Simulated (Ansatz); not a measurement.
Al2Au:
```yaml
crystal:
  lattice:
    - [0.00000, 3.00507, 3.00507]
    - [3.00507, 0.00000, 3.00507]
    - [3.00507, 3.00507, 0.00000]
  atoms:
    - { symbol: Au, position: [0.00000, 0.00000, 0.00000] }
    - { symbol: Al, position: [0.25000, 0.25000, 0.25000] }
    - { symbol: Al, position: [0.75000, 0.75000, 0.75000] }
```

Relaxed with r²SCAN.

Problem. Map the electron localisation function on the plane through (0.000, 0.000, 0.000) spanned by u = [1, 0, 0] and v = [-1, 1, 1] in lattice vectors, from plane-wave PAW r²SCAN (Ansatz code).

Solution. x is the fraction of u, y of v (the angle between them is 90°; rows are the nearest grid lines); atoms in the plane: Au at (0.00, 0.00), Al at (0.50, 0.25), Al at (0.50, 0.75).
```
y \ x   0.000  0.0952  0.190  0.286  0.381  0.476  0.524  0.619  0.714  0.810  0.905   1.00
------  -----  ------  -----  -----  -----  -----  -----  -----  -----  -----  -----  -----
1.00    0.795   0.623  0.437  0.353  0.525  0.554  0.554  0.525  0.353  0.437  0.623  0.795
0.933   0.634   0.549  0.385  0.430  0.607  0.570  0.570  0.607  0.430  0.385  0.549  0.634
0.833   0.357   0.328  0.439  0.694  0.441  0.031  0.029  0.439  0.693  0.439  0.328  0.357
0.767   0.327   0.373  0.532  0.597  0.044  0.087  0.090  0.043  0.597  0.532  0.373  0.327
0.700   0.255   0.291  0.380  0.334  0.040  0.061  0.050  0.037  0.334  0.380  0.291  0.255
0.600   0.042   0.059  0.125  0.261  0.411  0.472  0.472  0.411  0.261  0.125  0.059  0.042
0.533   0.013   0.024  0.081  0.245  0.453  0.557  0.557  0.453  0.245  0.081  0.024  0.013
0.467   0.013   0.024  0.081  0.245  0.453  0.557  0.557  0.453  0.245  0.081  0.024  0.013
0.400   0.042   0.059  0.125  0.261  0.411  0.472  0.472  0.411  0.261  0.125  0.059  0.042
0.300   0.255   0.291  0.380  0.334  0.037  0.050  0.061  0.040  0.334  0.380  0.291  0.255
0.233   0.327   0.373  0.532  0.597  0.043  0.090  0.087  0.044  0.597  0.532  0.373  0.327
0.167   0.357   0.328  0.439  0.693  0.439  0.029  0.031  0.441  0.694  0.439  0.328  0.357
0.0667  0.634   0.549  0.385  0.430  0.607  0.570  0.570  0.607  0.430  0.385  0.549  0.634
0.000   0.795   0.623  0.437  0.353  0.525  0.554  0.554  0.525  0.353  0.437  0.623  0.795
```

The density is the valence pseudo-density with augmentation charge, so density and ELF within about 1 Å of a nucleus are not all-electron values.

Space group Fm-3m (fluorite or antifluorite type). The r²SCAN relaxation kept the symmetry of its start; of distortions, only those at the zone centre were tested. Spin–orbit coupling is left out wherever it is not named.

Potentials: the later of the program's two PAW sets.
